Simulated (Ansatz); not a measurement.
# Coordination and H-2 quadrupole coupling in LiBH₄

Cell: a structure deposited in the COD (listed for 535 K), its atoms then relaxed with PBE in this cell.

Space group P6_3mc (No. 186); a = 4.3228, c = 7.0368 Å, γ = 120.00°.

| site | Wyckoff | site symmetry | x | y | z |
| --- | --- | --- | --- | --- | --- |
| Li | 2b | 3m. | 0.3333 | 0.6667 | 0.1141 |
| B | 2b | 3m. | 0.3333 | 0.6667 | 0.5500 |
| H5 | 2b | 3m. | 0.3333 | 0.6667 | 0.3773 |
| H7 | 6c | .m. | 0.1790 | 0.3581 | 0.6082 |

One atom of each set is listed.

Computed with Ansatz: DFT, PBE, plane waves and PAW (field gradients read without the response of the frozen cores, which leaves them typically 4 to 6 % off), scalar-relativistic, 420 eV cutoff, Γ-centred 7×7×4 k-points, Fermi–Dirac smearing 0.02 eV.

Q(H-2) = 2.858 mb.

Problem. Rank these H sites by |C_Q|, smallest first.
A. H5: 1 B at 1.22 Å; also 1 Li at 1.85 Å
B. H7: 1 B at 1.23 Å

Solution. B (0.118 MHz, η = 0.15), A (0.154 MHz, η = 0.00).

An axis of threefold or higher order runs through H5, so V_zz lies along it and η is zero. At H7 V_zz points along its bond to B (within 1°).

The lattice is static: at room temperature BH₄ may turn and average the couplings of its hydrogen.
